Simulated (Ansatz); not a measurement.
All numbers below come from DFT PBE, scalar-relativistic, plane waves, PAW in Ansatz. All cells share a 420 eV cutoff and Γ-centred k meshes spaced at most about 0.3 Å⁻¹ (about 0.25 or finer for metals, 2π included). Collinear spin in cells that started with moments and kept them past the coarse steps, no spin elsewhere.

All energies are static (0 K, no zero-point motion).

Two forms of WSe4 were relaxed alike.

A. (no spin)

```
W Se
1.0
     5.46020    0.00000    0.00000
     0.00000    5.46020    0.00000
     0.00000    0.00000    5.46020
W Se
1 4
Cartesian
  0.0000 0.0000 0.0000
  1.3385 1.3385 1.3385
  4.1217 4.1217 1.3385
  1.3385 4.1217 4.1217
  4.1217 1.3385 4.1217
```

B. (site moments W 3.4; Se -0.2 (×3) μB)

```
W Se
1.0
     4.96838    0.00000    0.00000
     0.00000    4.96838    0.00000
     0.00000    0.00000    4.96838
W Se
1 4
Direct
  0.00000 0.00000 0.00000
  0.50000 0.50000 0.50000
  0.00000 0.50000 0.50000
  0.50000 0.00000 0.50000
  0.50000 0.50000 0.00000
```

Task: Which is lower in energy, and by how much?

Result: A is lower, by 1.27 eV/atom. A has space group P-43m (No. 215), 32.6 Å³/atom and no gap on its mesh; B has space group Pm-3m (No. 221), 24.5 Å³/atom and no gap. Counting Se atoms around W (those within 1.25 times the shortest such distance or 1.15 times the sum of covalent radii; a plus sign parts nearer from farther groups; the shortest distance is added where it is long for a bond), A has W 4 and B has W 12+8 from 3.5 Å. B holds Se–Se bonds in all directions (shortest 2.48 Å); in A the shortest Se–Se distance is 3.79 Å. Their magnetic states differ too. Even the lower one lies +0.15 eV/atom against the reference forms of the elements (uncorrected), so neither is stable at this level. In A, around W lie 4 Se at 2.32 Å; Se has 1 W at 2.32 Å. In B, around W lie 12 Se at 3.51 Å and 8 Se at 4.30 Å; Se on a site of symmetry m-3m is surrounded by 6 Se at 2.48 Å; Se on a site of symmetry 4/mmm is surrounded by 2 Se at 2.48 Å, 4 W at 3.51 Å and 8 Se at 3.51 Å. Both come from invented guesses.

Weakly bound directions are ill-defined at this level, which has no dispersion term (P-43m), and this can change margins and order among such cells. Spin–orbit coupling, which can matter for W, is left out. A magnetic state wasn't ruled out in cells without spin, among them P-43m. Another magnetic order may lie lower. Cells relaxed within their symmetry can be saddle points.
